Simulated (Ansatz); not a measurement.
**Ti: from a starting cell to a relaxed one**

The start is a generated trial cell of Ti in the AFLOW prototype A_hR12_166_2h (as in B). A full variable-cell relaxation at zero pressure is run with r2SCAN (plane waves to 500 eV, PAW, scalar-relativistic; Ansatz, a first-principles code). First-step values are on the input's coarse k-mesh.

Ansatz input (later rounds restart from its end on a renewed k-mesh):
Ansatz 0.2 input:
```yaml
crystal:
  lattice:
    - [3.2966558, 1.9033251, 5.6267897]
    - [-3.2966558, 1.9033251, 5.6267897]
    - [0, -3.8066503, 5.6267897]
  atoms:
    - { symbol: Ti, position: [0.0104, 0.65729, 0.0104] }
    - { symbol: Ti, position: [0.0104, 0.0104, 0.65729] }
    - { symbol: Ti, position: [0.65729, 0.0104, 0.0104] }
    - { symbol: Ti, position: [0.9896, 0.34271, 0.9896] }
    - { symbol: Ti, position: [0.9896, 0.9896, 0.34271] }
    - { symbol: Ti, position: [0.34271, 0.9896, 0.9896] }
    - { symbol: Ti, position: [0.2206, 0.6323, 0.2206] }
    - { symbol: Ti, position: [0.2206, 0.2206, 0.6323] }
    - { symbol: Ti, position: [0.6323, 0.2206, 0.2206] }
    - { symbol: Ti, position: [0.7794, 0.3677, 0.7794] }
    - { symbol: Ti, position: [0.7794, 0.7794, 0.3677] }
    - { symbol: Ti, position: [0.3677, 0.7794, 0.7794] }
basis: { ecutwfc: 500, ecutrho_ratio: 4, xc_grid: 4, fft_grid_basis: typed }
kpoints: { mp_grid: { grid: [5, 5, 5] } }
hamiltonian:
  xc: r2scan
  dispersion: none
  pseudopotentials: { kind: paw }
scf: { occupations: { method: fermi_dirac, width: 0.05 } }
relax: { f_tol: 0.01, max_steps: 100, cell: { stress_tol: 0.02 } }
output: { forces: true, stress: true }
```

By how much does the energy per atom fall from start to end?

About 1.1 eV/atom.

How does the volume change?

+14.7 %, from 17.65 to 20.25 Å³/atom.

How do the shortest distances between atoms change?

The closest pairs of elements (up to four, under 3.6 Å), start → end: Ti–Ti 2.30 → 2.66 Å.

What band gap does the relaxed structure have at this level?

No gap (metallic).

Write out the relaxed structure.


```cif
data_Ti36
_chemical_formula_sum 'Ti36'
_space_group_name_H-M_alt 'R-3m :H'
_space_group_IT_number 166
_space_group_name_Hall '-R 3 2"'
_cell_length_a 5.37053
_cell_length_b 5.37053
_cell_length_c 29.19039
_cell_angle_alpha 90.000
_cell_angle_beta 90.000
_cell_angle_gamma 120.000
loop_
_atom_site_label
_atom_site_type_symbol
_atom_site_symmetry_multiplicity
_atom_site_Wyckoff_symbol
_atom_site_fract_x
_atom_site_fract_y
_atom_site_fract_z
_atom_site_occupancy
Ti1 Ti 18 h 0.33454 0.16727 0.12012 1
Ti2 Ti 18 h 0.16841 0.33682 0.04178 1
```
(The calculation used a cell of 12 atoms; values per cell refer to that cell.)

The space group stays R-3m (No. 166) (the run could not lower it), with 12 atoms in the primitive cell. Final values are on a 8×8×8 k-mesh of the relaxed cell. The start holds a very short contact (Ti–Ti 2.30 Å). No spin polarisation in the result.

The run could not lose the symmetry of its start: the end is stationary, and may be a saddle point rather than a minimum.

The relaxed structure here is a generated cell of Ti: the first start was made by placing the elements on the sites of a structure type, and the end was not matched to a known phase here, so it may be hypothetical. Known forms of Ti include space group No. 194.
